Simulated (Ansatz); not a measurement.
All numbers below come from DFT PBE, scalar-relativistic, plane waves, PAW, and for the lanthanide a 4f-in-core norm-conserving potential (Ansatz). Cutoff 690 eV, Γ-centred meshes of about 0.25 Å⁻¹ or finer for metals and 0.3 Å⁻¹ for insulators (2π included), Gaussian smearing. No spin polarisation.

These are static total energies at zero pressure.

Compare these two cells of Tm2MgC2, each relaxed at this level.

1.

Space group P-3m1 (No. 164). a = 4.161 Å, b = 4.161 Å, c = 5.217 Å, α = 90.00°, β = 90.00°, γ = 120.00°
```csv
atom,site,symmetry,x,y,z
Tm,2d,3m.,0.3333,0.6667,0.7172
Mg,1a,-3m.,0.0000,0.0000,0.0000
C,2d,3m.,0.3333,0.6667,0.2248
```

2.

Space group I4/mmm (No. 139). a = 3.526 Å, b = 3.526 Å, c = 13.746 Å, α = 90.00°, β = 90.00°, γ = 90.00°
| atom | site | symmetry | x | y | z |
| --- | --- | --- | --- | --- | --- |
| Tm | 4e | 4mm | 0.5000 | 0.5000 | 0.1660 |
| Mg | 2a | 4/mmm | 0.0000 | 0.0000 | 0.0000 |
| C | 4e | 4mm | 0.5000 | 0.5000 | 0.3421 |

Task: Which would you expect to be lower, and how large is the difference?

Result: Cell 2 is lower, by 133 meV/atom. Cell 1 has space group P-3m1 (No. 164), 15.6 Å³/atom and no gap on its mesh; cell 2 has space group I4/mmm (No. 139), 17.1 Å³/atom and no gap. Counting C atoms around Mg and Tm (those within 1.25 times the shortest such distance or 1.15 times the sum of covalent radii, 1.27 where that leaves under three; the shortest distance is added where it exceeds 1.18 times the sum of covalent radii), cell 1 has Tm 5, Mg 6 from 2.7 Å and cell 2 has Tm 5, Mg 2. The lower one is the more open, so pressure narrows the difference. In cell 1, Tm is surrounded by 3 C at 2.42 Å, 2 C at 2.57–2.65 Å and 3 Mg at 2.82 Å; Mg has 6 C at 2.67 Å and 6 Tm at 2.82 Å; around C lie 3 Tm at 2.42 Å, 2 Tm at 2.57–2.65 Å and 3 Mg at 2.67 Å. In cell 2, Tm is surrounded by 5 C at 2.42–2.50 Å, 4 Mg at 3.38 Å and 8 Tm at 3.40–3.53 Å; around Mg lie 2 C at 2.17 Å and 8 Tm at 3.38 Å; C has 1 Mg at 2.17 Å and 5 Tm at 2.42–2.50 Å. Both come from trial cells of a structure search.

With atoms moved at random, cell 2 came back. Cell 1 had no clear such test and can be a saddle point.

The lanthanide is trivalent by construction, without f bands, f moments or other valences.
